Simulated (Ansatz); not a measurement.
**Ba2BiSb2 (Immm): electronic heat capacity and spin susceptibility from the density of states**

These are results of DFT r2SCAN, scalar-relativistic, plane waves, PAW (Ansatz), not measurements.

Settings: cutoff 500 eV, Γ-centred mesh 10×10×10 on the computed 5-atom cell, Gaussian smearing of 0.10 eV; no spin polarisation.

Relaxed cell: Immm, a = 4.797 Å, b = 7.678 Å, c = 10.131 Å, α = 90.00°, β = 90.00°, γ = 90.00°, 5 atoms in the primitive cell.

The density of states at the Fermi level is 2.197 states/eV in the cell of 5 atoms (1 formula unit; both spins, tetrahedra on a 15×15×15 mesh).

What Sommerfeld coefficient and Pauli susceptibility does this give?

Per formula unit N(E_F) = 2.197 states/eV. γ = (π²/3) k_B² N(E_F) N_A = 2.357 mJ/(mol K²) per state/eV, so γ = 5.2 mJ/(mol K²), a mole of formula units. χ_P = μ_B² N(E_F) N_A = 3.23×10⁻⁵ emu/mol per state/eV gives 7.1×10⁻⁵ emu/mol. This is the bare band result: a measured γ of the same phase is as a rule larger by a factor 1 + λ from phonons and spin fluctuations, the spin part of χ is larger by the Stoner factor, and a measured χ also holds orbital and core terms. N(E_F) at one energy is sensitive to the mesh where the density of states has sharp peaks.

Spin-orbit coupling is left out, which matters for the bands of heavy elements.

Cost: 1 run of about 11 core-minutes, on Arm Neoverse V1 (shared hosts).